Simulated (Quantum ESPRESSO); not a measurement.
# Kohn-Sham bands of BaTiO₃ (cubic perovskite)

```
CELL_PARAMETERS angstrom
      4.00768     0.00000     0.00000
      0.00000     4.00768     0.00000
      0.00000     0.00000     4.00768
ATOMIC_POSITIONS crystal
  Ba 0.50000 0.50000 0.50000
  Ti 0.00000 0.00000 0.00000
  O  0.50000 0.00000 0.00000
  O  0.00000 0.50000 0.00000
  O  0.00000 0.00000 0.50000
```

Cell from Materials Project (mp-2998), symmetrised, no further relaxation. COD (Crystallography Open Database) records the formula in this space group. Ideal cubic forms of this type are often high-temperature phases that distort on cooling; symmetry holds the cell here, and its stability was not tested. Level: PBEsol, spinors with spin-orbit coupling; pw.x of Quantum ESPRESSO at 68 Ry with PseudoDojo potentials, 6×6×6 k-points, Wannier90. Density: 8×8×8 mesh, cold smearing 0.01 Ry.

Q: List the Kohn-Sham levels between −8 and 4.8 eV relative to the valence-band maximum at the high-symmetry points, as a band run of pw.x on that density gives them (levels within 2 meV counted together).

A: 
```csv
point,k (reciprocal lattice),levels (eV)
Γ,0.000 0.000 0.000,"-2.45 (×2), -2.22 (×4), -1.13 (×4), -1.11 (×2), -0.21 (×2), -0.07 (×4), 1.76 (×4), 1.79 (×2), 4.02 (×4)"
X,0.000 0.500 0.000,"-3.99 (×2), -2.77 (×2), -2.76 (×2), -1.94 (×2), -1.90 (×2), -1.89 (×2), -1.76 (×2), -0.71 (×2), -0.68 (×2), 1.91 (×2), 3.52 (×2), 3.55 (×2), 4.02 (×2)"
M,0.500 0.500 0.000,"-4.31 (×2), -4.04 (×2), -3.84 (×2), -2.67 (×4), -1.73 (×2), -0.92 (×2), -0.77 (×2), -0.05 (×2), 3.55 (×2), 3.56 (×2), 3.98 (×2)"
R,0.500 0.500 0.500,"-4.51 (×2), -3.82 (×4), -2.67 (×2), -2.19 (×4), -0.02 (×2), 0.00 (×4), 4.22 (×4), 4.23 (×2)"
```
